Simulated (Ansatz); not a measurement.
Sn:
```xyz
8
Lattice="-3.9757 3.9757 3.9757 3.9757 -3.9757 3.9757 3.9757 3.9757 -3.9757" Properties=species:S:1:pos:R:3 pbc="T T T"
Sn     0.8226     0.8226     0.8226
Sn    -0.8226     3.1531     0.8226
Sn     0.8226    -0.8226     3.1531
Sn     3.1531     0.8226    -0.8226
Sn     3.1531     3.1531     3.1531
Sn     0.8226     4.7984    -0.8226
Sn    -0.8226     0.8226     4.7984
Sn     4.7984    -0.8226     0.8226
```

Relaxed with PBEsol. Special points in fractions of this cell's reciprocal vectors: Γ (0.000, 0.000, 0.000); H (0.500, -0.500, 0.500); N (0.000, 0.000, 0.500); P (0.250, 0.250, 0.250).

Question: List the band energies nearest the Fermi level at these points for DFT-PBEsol in the program Ansatz with PAW potentials.

Answer: In eV from the Fermi level; about four levels below and three above (degenerate sets whole), none deeper than 8.9 eV; points with the same levels are listed once.

```
k                                below                above
-  -----------------------------------  -------------------
Γ  -2.84 -2.84 -2.84 -1.13 -1.13 -0.63       1.31 1.31 1.31
H              -1.97 -1.97 -1.97 -1.80       0.46 0.46 0.46
N              -1.50 -1.50 -0.87 -0.87  0.30 0.30 1.45 1.45
P              -2.18 -2.18 -2.18 -2.18  1.74 1.74 1.74 1.74
```

Space group Ia-3. The start of the workflow was typed in or built on a structure type; neither database checked (COD, Materials Project) lists it. It is not the phase usual at ambient conditions (space group No. 141). The cell was relaxed with PBEsol under the symmetry of its start; whether a distortion lowers the energy is not shown. The volume moved by -15 % from the start of the relaxation. Scalar-relativistic: spin–orbit coupling is off unless named, which matters more the heavier the elements.

Potentials: the earlier of the program's two PAW sets. The files were generated under PBE; for other functionals the program regenerates the frozen cores, and for LDA and PBEsol the local potential too.
